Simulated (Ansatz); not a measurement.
How far is PAW off for MgTl?

```xyz
2
Lattice="3.6350 0.0000 0.0000 0.0000 3.6350 0.0000 0.0000 0.0000 3.6350" Properties=species:S:1:pos:R:3 pbc="T T T"
Mg    0.0000    0.0000    0.0000
Tl    1.8175    1.8175    1.8175
```

Atoms are numbered in the order listed.

The cell is COD entry 1523145, as deposited and not checked against the literature; nothing was relaxed. It is an old determination, and later ones may differ.

Spin–orbit coupling is left out, though it moves levels of the heavy atoms by tenths of an eV or more.

Methods: DFT, LDA, PAW with Ansatz's default frozen-core files, scalar-relativistic (Ansatz 0.2.0); DFT, LDA, all-electron PAW with datasets made for the crystal, scalar-relativistic (Ansatz 0.2.0); DFT, LDA, all-electron LAPW, scalar-relativistic (Ansatz 0.2.0).

For PAW: a Γ-centred 9×9×9 k mesh, Fermi–Dirac smearing of 0.05 eV, cutoff 420 eV, no spin polarisation; the PAW files were made with PBE, and the program remakes their frozen cores for this functional. The crystal-made all-electron datasets (AE datasets) take a cutoff of 240 eV at this cell. LAPW targets a basis error of 0.5 meV/atom. The Ansatz runs share mesh, smearing and spin set-up. Plane-wave (PAW) pressures include the program's estimate of the Pulay term.

Stress and pressure are positive in compression.

Levels count from the Fermi level.

```csv
quantity,PAW,AE datasets,LAPW
pressure (GPa),-2.43,-2.41,-2.41
highest filled level at R (eV),-0.318,-0.319,-0.319
lowest empty level at R (eV),2.003,2.005,2.005
highest filled level at M (eV),-0.321,-0.321,-0.321
lowest empty level at M (eV),7.098,7.097,7.097
highest filled level at X (eV),-4.917,-4.918,-4.918
lowest empty level at X (eV),4.581,4.581,4.581
```
